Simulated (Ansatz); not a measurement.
An Ansatz input:

```yaml
crystal:
  lattice:
    - [-3.1492566387, 3.1870510565, 1.6790230025]
    - [3.1870510565, -3.1492566387, 1.6790230025]
    - [3.1259578482, 3.1259578482, -1.609802457]
  atoms:
    - { symbol: Bi, position: [0.9996455098, 0.0003544902, 1.0] }
    - { symbol: Bi, position: [0.7503544902, 0.2496455098, 0.5] }
hamiltonian:
  xc: r2scan
  pseudopotentials:
    kind: paw
    azcp:
      Bi: "pseudopotentials/Bi.paw.azcp"
basis:
  ecutwfc: 500
  fft_grid_basis: typed
kpoints:
  mp_grid: { grid: [17, 17, 12], shift: [0, 0, 0] }
magnetization:
  spin_polarized: false
scf:
  occupations: { method: fermi_dirac, width: 0.1 }
```

Output

```
Engine: ansatz 0.2.0, x86_64-unknown-linux-gnu
Pseudopotentials: kind: paw
Pseudopotential: Bi, paw, valence charge 15, recommended cutoff 500 eV (meta_gga) 
Functional definition: r2SCAN
  parameter k0 = 0.174
  parameter k1 = 0.065
  parameter a1 = 4.9479
  exchange = r2scan_x(k0 = k0, k1 = k1, a1 = a1)
  correlation = r2scan_c
Crystal: 2 atoms, lattice volume = 66.898 Å³
Basis set: ecut = 500 eV, 1705 PW (Γ), exchange–correlation on 144×144×144 points (64 copies of the dense FFT grid, shifted against one another)
Bands: 19, of which v1, the nominal top of the filled ones, is band 15 counted from 1 (14 counted from 0)
Symmetry: 4 space group operations
Space group: C2/c (ITA 15), of the structure as read, at distance tolerance 4.1e-5 Å
k-points: 927 of 3468
Non-local potential: Bi, projectors of the file, l = 0: 2, l = 1: 2, l = 2: 2, l = 3: 2
PAW form: soft (Blöchl's): semilocal exchange-correlation on the pseudo side does not see the compensation charge
PAW frozen core: Bi, regenerated for the run's functional (the file was generated under x = pbe(κ = 0.804, μ = 0.2195149727645171), c = pbe(β = 0.06672455060314922))
PAW one-centre angular grid: Bi, 590 points (default); XC on 160 Gauss nodes
Initial density: superposition of atomic densities (neutral atoms: chi_scale 0, normalization atom), corrected by the library's trained network
Initial wavefunctions: pseudopotential atomic-orbital guess
Functional: x = r2scan, c = r2scan; τ floored in thin density (d = 2e-4 eV/Å³)
SCF iter   1: F=—  HF=-24821.941429 eV  |F-HF|=—  |Δ(HF+E_count)|=         —  Δρ=3.07e-3  dr2=5.69e-3  dr2_τ=3.58e-4  ethr=1.77e-3  ⟨swp⟩=6.1  Hψ=83679  notcnv=0
SCF iter   2: F=—  HF=-24821.948653 eV  |F-HF|=—  |Δ(HF+E_count)|=   7.22e-3  Δρ=1.82e-3  dr2=2.39e-3  dr2_τ=6.42e-5  ethr=1.90e-5  ⟨swp⟩=2.7  Hψ=38764  notcnv=0
SCF iter   3: F=—  HF=-24821.949436 eV  |F-HF|=—  |Δ(HF+E_count)|=   7.83e-4  Δρ=4.73e-4  dr2=2.46e-4  dr2_τ=3.56e-6  ethr=7.98e-6  ⟨swp⟩=2.0  Hψ=22591  notcnv=0
SCF iter   4: F=—  HF=-24821.949497 eV  |F-HF|=—  |Δ(HF+E_count)|=   6.16e-5  Δρ=1.31e-4  dr2=1.39e-5  dr2_τ=2.64e-7  ethr=8.20e-7  ⟨swp⟩=2.3  Hψ=25172  notcnv=0
SCF iter   5: F=—  HF=-24821.949512 eV  |F-HF|=—  |Δ(HF+E_count)|=   1.44e-5  Δρ=1.84e-5  dr2=2.71e-7  dr2_τ=1.09e-8  ethr=4.65e-8  ⟨swp⟩=2.0  Hψ=22191  notcnv=0
SCF iter   6: F=-24821.949512 eV  HF=-24821.949512 eV  |F-HF|=2.25e-9  |Δ(HF+E_count)|=   1.20e-7  Δρ=4.47e-6  dr2=2.06e-8  dr2_τ=3.01e-10  ethr=3.33e-10  ⟨swp⟩=3.0  Hψ=39643  notcnv=0
SCF 1 converged in 6 iterations: F = -24821.949512 eV  dr2 = 2.06e-8
SCF converged after 6 iterations
Free energy (F): -24821.949512 eV
Harris-Foulkes:  -24821.949512 eV  (|F-HF|=2.25e-9)
Internal energy: -24821.914946 eV  (E = F + TS)
E sigma→0 (E₀):  -24821.932229 eV
Entropy (-TS):   -0.034566 eV (-17.283 meV/atom)
Fermi energy:    10.456961 eV
--- Per-component energies (eV) ---
  E_band       = -217.182110
  E_kinetic    = 601.977712
  E_local      = -2971.772446  (includes V_loc(G=0)·N_el)
  E_nonlocal   = 1122.028613
  E_hartree    = 956.404858
  E_xc         = -281.058642
  E_vxc        = -312.262883  (∫ρ·V_xc dr)
  E_paw        = -21377.474828  (= ΣΔE_a)
  E_vpaw       = -591.714218  (= ΣTr[D̂ρ^β])
  E_aug_tail   = -0.000552  (compensation charges beyond the density's cutoff)
  E_vtau       = 21.756185  (kinetic-family band-sum trace: ∫τ·v_τ [+ j·A + Jᵃ·Aᵃ] dr)
  E_ewald      = -2873.770755
  E_core_change = 1.751094  (= ΣΔE_core)
  E_smearing   = -0.034566  (= −TS)
  E_closure    = -0.000000  (closes the sum)
  Σ components = -24821.949512   (vs F -24821.949512, Δ=0.00e0)
```

Launched by

```sh
ansatz run input.yaml --threads 1 --pin off --max-ram 3584MiB --backend cpu --events-out ev --progress --plain --runs-dir out
```

On 1 thread of Intel(R) Xeon(R) Platinum 8259CL CPU @ 2.50GHz (Skylake/Cascade Lake) (shared host) this took about 140 s of wall time and 130 s of CPU time.
